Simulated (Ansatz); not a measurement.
# MgCdC2O6, a database entry at a rescaled volume

```yaml
crystal:
  lattice:
    - [2.42172, 4.19454, 0.00000]
    - [-2.42172, 4.19454, 0.00000]
    - [0.00000, -2.79636, 5.28619]
  atoms:
    - { symbol: Cd, position: [0.00000, 0.00000, 0.00000] }
    - { symbol: Mg, position: [0.50000, 0.50000, 0.50000] }
    - { symbol: C, position: [0.24350, 0.24350, 0.73050] }
    - { symbol: C, position: [0.75650, 0.75650, 0.26950] }
    - { symbol: O, position: [0.76180, 0.76620, 0.83670] }
    - { symbol: O, position: [0.30870, 0.76180, 0.83670] }
    - { symbol: O, position: [0.76620, 0.30870, 0.83670] }
    - { symbol: O, position: [0.23820, 0.23380, 0.16330] }
    - { symbol: O, position: [0.69130, 0.23820, 0.16330] }
    - { symbol: O, position: [0.23380, 0.69130, 0.16330] }
```

The numbers come from plane-wave PAW DFT (Ansatz): r2SCAN, no spin polarisation, 500 eV, 6×6×6 Γ-centred k points, fermi-dirac occupations (width 0.1 eV). Nothing was relaxed.

Q: Which atom feels the largest force, and which way?

A: The largest is on O9 (and as large on other atoms): 6.97 eV/Å, components (-4.08, -2.13, 5.24). It makes 161° with the line to a nearest neighbour, Cd1 at 1.75 Å, pointing away from it.

Q: Is the cell too large or too small?

A: The pressure is 32.8 GPa (compression positive), so with the atoms held at these fractions the cell would first expand; the forces are large, so a full relaxation may end otherwise. The principal stresses 13.5, 42.5, 42.5 GPa differ, so its shape would change too.

Q: Describe some of the short contacts.

A: Cd–O at 1.75 Å: least valence density 1.47 e/Å³ and ELF 0.38 there. Mg–O at 2.19 Å: least valence density 0.18 e/Å³ and ELF 0.04 there. C–O at 2.48 Å: least valence density 0.20 e/Å³ and ELF 0.17 there. Both are smooth PAW fields, read partly inside the augmentation spheres.

Q: What happens at the Fermi level?

A: It is a metal, with about 4.5 states/eV a cell as the mean within 0.25 eV of the Fermi level, mostly O p (69 %) and C p (27 %).

Origin: a database entry at a rescaled volume. Caveats: many states at the Fermi level without spin polarisation, so a magnetic state may lie lower; forces this large suggest misplaced atoms in the database entry; atoms or cell far from equilibrium.

Cost: 110 s on 1 thread of Arm Neoverse V1, with other jobs on the host, peak memory 0.71 GiB (start from a saved density). The time holds forces, stress, Bader, DOS, bands, ELF.
